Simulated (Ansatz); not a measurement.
The start is a generated cell, PbSe built in the tenorite structure type. A full variable-cell relaxation at zero pressure is run with r2SCAN (plane waves to 500 eV, PAW, scalar-relativistic; Ansatz, a program for electronic structure). The first steps use a coarse 5×5×3 k-mesh.

Input geometry:
```yaml
crystal:
  lattice:
    - [3.77861, -2.76136, 0.00000]
    - [3.77861, 2.76136, 0.00000]
    - [-1.37150, 0.00000, 8.16075]
  atoms:
    - { symbol: Pb, position: [0.00000, 0.50000, 0.00000] }
    - { symbol: Pb, position: [0.50000, 0.00000, 0.50000] }
    - { symbol: Se, position: [0.58160, 0.41840, 0.25000] }
    - { symbol: Se, position: [0.41840, 0.58160, 0.75000] }
```

Problem. How large is the pressure on the unrelaxed cell, and of which sign?

Solution. -4.7 GPa (negative: the cell is under tension).

Problem. What symmetry does the relaxed structure have?

Solution. The space group goes from C2/c (No. 15) to Fm-3m (No. 225); the end is rock salt type, with 2 atoms in the primitive cell.

Problem. By how much does the energy per atom fall from start to end?

Solution. 0.50 eV/atom.

Problem. How does the volume change?

Solution. -30.8 %, from 42.57 to 29.46 Å³/atom.

Final values are on a 9×9×9 k-mesh of the relaxed cell. No spin polarisation in the result.

The run could not lose the symmetry of its start; a randomly shaken copy of 4 atoms returns to this structure.
